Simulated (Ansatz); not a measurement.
HfC:
```yaml
crystal:
  lattice:
    - [0.00000, 2.51333, 2.51333]
    - [2.51333, 0.00000, 2.51333]
    - [2.51333, 2.51333, 0.00000]
  atoms:
    - { symbol: Hf, position: [0.00000, 0.00000, 0.00000] }
    - { symbol: C, position: [0.25000, 0.25000, 0.25000] }
```

Relaxed with r²SCAN.

Question: Give the Bader charges and basin volumes of the independent atoms, DFT-r²SCAN in the program Ansatz with PAW potentials.

Answer: 

```tsv
atom	Bader charge (e)	Bader volume (Å³)
Hf1	+2.06	13.5
C2	-2.06	18.3
```

Space group F-43m (zinc blende). The start of the workflow was typed in or built on a structure type; neither database checked (COD, Materials Project) lists it. It is not the phase usual at ambient conditions (space group No. 225). The cell was relaxed with r²SCAN under the symmetry of its start; its stability against distortions is not shown here. No spin polarisation was allowed. Spin–orbit coupling is left out wherever it is not named.

Potentials: the earlier of the program's two PAW sets. The files were generated under PBE; for other functionals the program regenerates the frozen cores, and for LDA and PBEsol the local potential too.
